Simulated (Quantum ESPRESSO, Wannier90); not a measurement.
**Tight-binding from DFT: ZrO₂ (fluorite)**

```
ZrO2
1.0
    0.00000     2.54508     2.54508
    2.54508     0.00000     2.54508
    2.54508     2.54508     0.00000
Zr O
1 2
Direct
  0.00000   0.00000   0.00000
  0.25000   0.25000   0.25000
  0.75000   0.75000   0.75000
```

Materials Project entry mp-1565; symmetrised, unrelaxed at this level. COD (Crystallography Open Database) records the formula in this space group. Ideal cubic forms of this type are often high-temperature phases that distort on cooling; symmetry holds the cell here, and its stability was not tested. Level: PBEsol, spinors with spin-orbit coupling; pw.x of Quantum ESPRESSO at 68 Ry with PseudoDojo potentials, 8×8×8 k-points, Wannier90. Density: 10×10×10 mesh, cold smearing 0.01 Ry.

The plane-wave run has 54 bands and 24 electrons a cell. On the energy scale of pw.x, whose zero is arbitrary, the valence-band maximum lies at 12.09 eV.

Isolated groups of bands, relative to the valence-band maximum (bands from 29 on overlap up to the last one computed):

| bands | from (eV) | to (eV) | filling | weight on atomic waves |
|---|---|---|---|---|
| 1–2 | -47.93 | -47.86 | filled | Zr 4s 96 % |
| 3–4 | -27.37 | -27.02 | filled | Zr 4p 96 % |
| 5–8 | -25.81 | -25.23 | filled | Zr 4p 95 % |
| 9–12 | -18.09 | -15.46 | filled | O 2s 80 %, Zr 4d 10 %, Zr 5s 5 % |
| 13–24 | -6.00 | 0.00 | filled | O 2p 81 %, Zr 4d 14 % |
| 25–28 | 3.30 | 4.71 | empty | Zr 4d 87 %, O 2p 11 % |

Input w.win, without the blocks of cell, atoms and k-points (512 lines):

```
num_bands = 42
num_wann = 22
exclude_bands = 1-12
spinors = true
num_iter = 1000
conv_tol = 1.0e-6
conv_window = 4
dis_num_iter = 1000
dis_conv_tol = 1.0e-6
dis_froz_max = 21.24
write_hr = true
write_u_matrices = true
begin projections
f=0.01443,-0.01324,-0.00153: d
f=0.25704,0.26127,0.23628: p
f=-0.26102,-0.25660,-0.23546: p
end projections
mp_grid = 8 8 8
```

wannier90.x stops with:
```
dis_windows: More states in the frozen window than target WFs
```
At some k-point more bands lie below dis_froz_max than there are Wannier functions, and every frozen state has to fit into the subspace. Mended as below, all else unchanged, the run goes through (Ω_I = 21.1 Å²) and follows the plane-wave bands to 0.3 meV rms (states up to 4.3 eV relative to the valence-band maximum).
```
dis_froz_max = 16.88
```
